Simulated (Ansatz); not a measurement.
Data:

Relaxed Pd (fcc, Cu type):

```yaml
crystal:
  lattice:
    - [0.00000, 3.91144, 3.91144]
    - [1.95572, 0.00000, 1.95572]
    - [1.95572, 1.95572, 0.00000]
  atoms:
    - { symbol: Pd, position: [0.00000, 0.00000, 0.00000] }
    - { symbol: Pd, position: [0.50000, 0.00000, 0.00000] }
```

A phonon eigenvector at L = (0.5, 0.0, 0.0) is frozen into this cell: atom i moves by Q times the vector below, so Q is the largest atomic displacement, in Å. The cell is held. It is one choice among 2 degenerate patterns. (q is in reciprocal vectors of the primitive cell; the cell shown is doubled to hold the pattern.)

```csv
atom,x,y,z
Pd1,0.285,-0.520,0.805
Pd2,-0.285,0.520,-0.805
```

All values below come from r2SCAN (plane waves to 500 eV, PAW, scalar-relativistic; Ansatz, a first-principles code). k mesh 10×20×20 (Γ-centred), Fermi-Dirac smearing 0.05 eV. Energies are smeared free energies. With partly filled bands, energies and forces of such displacements shift with the k mesh and the smearing. Pd is run without spin polarisation. Pd was relaxed with its symmetry unable to fall. The PAW data are Ansatz's earlier set. ΔE is measured from the undisplaced structure.

The scan covers Q from -0.280 to 0.280 Å in 13 points.

### Question
Which space group does the distorted structure have?

### Answer
P-1 (No. 2), lowered from Fm-3m.

### Question
What is the energy change at Q = 0.280 Å?

### Answer
234 meV/cell.

### Question
What harmonic wavenumber does the curvature at Q = 0 give?

### Answer
108 cm⁻¹.

(A displaced cell: forces are minus the slopes of the energy, force constants its curvatures, and phonons follow from these.)
